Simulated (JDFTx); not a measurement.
System: NaI(100) (Fm-3m bulk; lattice of mp-23268, not re-optimised at this level), 1x1 cell of 8 atoms in 4 planes (I/Na outermost, slab composition Na4I4), area 20.72 Å² a face, 9.7 Å between the outermost planes in a cell 25.7 Å high; k mesh 4×4×1, Fermi width 0.003 Ha, no spin polarisation. Whether this polymorph is the ambient one wasn't checked.

Method: PBE, GBRV ultrasoft potentials, plane waves to 20/100 Ha, in a modified build of JDFTx. Vacuum. The outer atoms relax from bulk positions, keeping the cell's symmetry; the lattice is not PBE's own optimum in this code, and that strain can shift the moves by a few hundredths of an ångström. Input:

```
lattice \
  8.6017792456 0.0000000000 0.0000000000 \
  0.0000000000 8.6017792456 0.0000000000 \
  0.0000000000 0.0000000000 48.5659614029
coords-type Lattice
ion I 0.0000000000 0.0000000000 -0.1878592410 1
ion I 0.5000000000 0.5000000000 -0.0626197470 0
ion I 0.0000000000 0.0000000000 0.0626197470 0
ion I 0.5000000000 0.5000000000 0.1878592410 1
ion Na 0.5000000000 0.5000000000 -0.1878592410 1
ion Na 0.0000000000 0.0000000000 -0.0626197470 0
ion Na 0.5000000000 0.5000000000 0.0626197470 0
ion Na 0.0000000000 0.0000000000 0.1878592410 1
ion-species pseudo/i_pbe_v1.upf
ion-species pseudo/na_pbe_v1.5.upf
elec-cutoff 20 100
elec-ex-corr gga-PBE
coulomb-interaction Slab 001
coulomb-truncation-embed 0 0 0
kpoint-folding 4 4 1
elec-smearing Fermi 0.003
lcao-params 10
elec-n-bands 39
converge-empty-states yes
electronic-scf nIterations 100 energyDiffThreshold 1e-07
ionic-minimize nIterations 10 energyDiffThreshold 1e-5 knormThreshold 4e-4
dump-name vac.$VAR
dump End State Ecomponents EigStats BandEigs Forces ElecDensity IonicPositions Fillings Kpoints Dtot
```

Question: How far do the free atoms of the upper face move along the normal, and how much energy is released?

Answer: I (atom 4) 0.10 Å, Na (atom 8) -0.06 Å (positive: outward). The free energy falls by 0.029 eV per cell, 11 mJ/m².
